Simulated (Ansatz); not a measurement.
Input:

YIn:
```xyz
2
Lattice="3.7068 0.0000 0.0000 0.0000 3.7068 0.0000 0.0000 0.0000 3.7068" Properties=species:S:1:pos:R:3 pbc="T T T"
In     0.0000     0.0000     0.0000
Y      1.8534     1.8534     1.8534
```

This is the PBEsol-relaxed structure.

Problem. All from DFT-PBEsol in the program Ansatz with PAW potentials, unless another level is named. Give the formation energy from the elements (no fitted shifts).

Solution. -0.56 eV/atom.

Problem. What about the density of states at the Fermi level?

Solution. 0.47 states/eV per atom (mean over ±0.08 eV).

Problem. Predict the gap with spin–orbit coupling.

Solution. none (metallic).

Space group Pm-3m (CsCl type). The workflow started from an entry of the Crystallography Open Database (COD). Whether it is the stable phase at ambient conditions was not checked. Symmetry was held in the PBEsol relaxation; of distortions, only those at the zone centre were tested. No spin polarisation was allowed. The references are the lowest solids computed at this level, not always the standard phases. Scalar-relativistic: spin–orbit coupling is off unless named, which matters more the heavier the elements.

Potentials: the later of the program's two PAW sets.
